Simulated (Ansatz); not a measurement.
TaTe:
```cif
data_Ta4Te4
_chemical_formula_sum 'Te4 Ta4'
_space_group_name_H-M_alt 'Cmcm'
_space_group_IT_number 63
_space_group_name_Hall '-C 2c 2'
_cell_length_a 3.55926
_cell_length_b 10.06679
_cell_length_c 4.68994
_cell_angle_alpha 90.000
_cell_angle_beta 90.000
_cell_angle_gamma 90.000
loop_
_space_group_symop_operation_xyz
  'x, y, z'
  '-x, -y, -z'
  '-x, -y, z+1/2'
  'x, y, -z+1/2'
  'x, -y, -z'
  '-x, y, z'
  '-x, y, -z+1/2'
  'x, -y, z+1/2'
  'x+1/2, y+1/2, z'
  '-x+1/2, -y+1/2, -z'
  '-x+1/2, -y+1/2, z+1/2'
  'x+1/2, y+1/2, -z+1/2'
  'x+1/2, -y+1/2, -z'
  '-x+1/2, y+1/2, z'
  '-x+1/2, y+1/2, -z+1/2'
  'x+1/2, -y+1/2, z+1/2'
loop_
_atom_site_label
_atom_site_type_symbol
_atom_site_symmetry_multiplicity
_atom_site_Wyckoff_symbol
_atom_site_fract_x
_atom_site_fract_y
_atom_site_fract_z
_atom_site_occupancy
Te1 Te 4 c 0.00000 0.36255 0.25000 1
Ta1 Ta 4 c 0.00000 0.07865 0.25000 1
```
(The calculation used a cell of 4 atoms; values per cell refer to that cell.)

Relaxed with PBEsol.

Question: Decompose the optical modes at the zone centre into irreducible representations, and say which are infrared and Raman allowed.

Answer: Point group mmm: Γ_opt = 2Ag + 2B1g + B1u + B2u + 2B3g + B3u. Infrared: B1u, B2u, B3u. Raman: Ag, B1g, B3g.

Question: Assign frequencies (DFPT, the program Ansatz at the PBEsol level (PAW)).

Answer: B3g 100, B1u 105, Ag 120, B1g 125, B1g 145, B3g 151, B3u 165, B2u 184, Ag 200 cm⁻¹.

Subscripts of B labels follow the axes of the standard setting.

The start of the workflow was typed in or built on a structure type; neither database checked (COD, Materials Project) lists it. Its standing as an ambient phase is unchecked. The PBEsol relaxation kept the symmetry of its start; its stability against distortions is not shown here. No spin polarisation was allowed. As this level gives no gap, phonon frequencies hold no LO–TO term and depend on the k-mesh and smearing (Fermi–Dirac, 0.1 eV here). Spin–orbit coupling is left out wherever it is not named.

Potentials: the earlier of the program's two PAW sets. The files were generated under PBE; for other functionals the program regenerates the frozen cores, and for LDA and PBEsol the local potential too.
